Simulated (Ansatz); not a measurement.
Mg2Ge (anti-fluorite)

```cif
data_Ge4Mg8
_chemical_formula_sum 'Ge4 Mg8'
_space_group_name_H-M_alt 'Fm-3m'
_space_group_IT_number 225
_space_group_name_Hall '-F 4 2 3'
_cell_length_a 6.42125
_cell_length_b 6.42125
_cell_length_c 6.42125
_cell_angle_alpha 90.000
_cell_angle_beta 90.000
_cell_angle_gamma 90.000
loop_
_atom_site_label
_atom_site_type_symbol
_atom_site_symmetry_multiplicity
_atom_site_Wyckoff_symbol
_atom_site_fract_x
_atom_site_fract_y
_atom_site_fract_z
_atom_site_occupancy
Ge1 Ge 4 a 0.00000 0.00000 0.00000 1
Mg1 Mg 8 c 0.25000 0.25000 0.25000 1
```
(The calculation used a cell of 3 atoms; values per cell refer to that cell.)

Grid over V/V₀ and (c/a)/(c/a)₀, subscript 0 meaning the relaxed cell; the conventional c axis lies along z; no internal relaxation.

Computed with PBE (plane waves to 420 eV, PAW, scalar-relativistic; Ansatz, a quantum-chemistry and plane-wave program). k mesh 9×9×9 (Γ-centred), Fermi-Dirac smearing 0.05 eV. Stress and pressure are positive under compression. As the smearing reaches across the gap at some points, the response to shear is sensitive to the k mesh, so small differences along c/a are uncertain. Mg2Ge was relaxed with its symmetry unable to fall. 

```csv
σzz − σxx (GPa),V/V₀ = 0.920,V/V₀ = 0.947,V/V₀ = 0.973,V/V₀ = 1.000,V/V₀ = 1.027,V/V₀ = 1.053,V/V₀ = 1.080
(c/a)/(c/a)₀ = 0.880,11.7,11.2,10.7,10.2,9.7,9.2,[?]
(c/a)/(c/a)₀ = 0.920,7.7,7.4,7.0,6.7,6.4,6.2,5.9
(c/a)/(c/a)₀ = 0.960,3.9,3.7,3.6,3.4,3.3,3.1,3.0
(c/a)/(c/a)₀ = 1.000,0.0,0.0,0.0,0.0,0.0,0.0,0.0
(c/a)/(c/a)₀ = 1.040,-3.8,-3.7,-3.6,-3.4,-3.3,-3.2,-3.0
(c/a)/(c/a)₀ = 1.080,-7.6,-7.3,-7.0,-6.8,-6.5,-6.2,-6.0
(c/a)/(c/a)₀ = 1.120,-11.2,-10.8,-10.4,-9.9,-9.5,-9.1,[?]
```

Some entries are withheld; supply them.


- (c/a)/(c/a)₀ = 0.880, V/V₀ = 1.080: 8.7
- (c/a)/(c/a)₀ = 1.120, V/V₀ = 1.080: -8.7

(A scan under strain: stresses follow from slopes of the energy per volume, elastic moduli from its curvatures.)
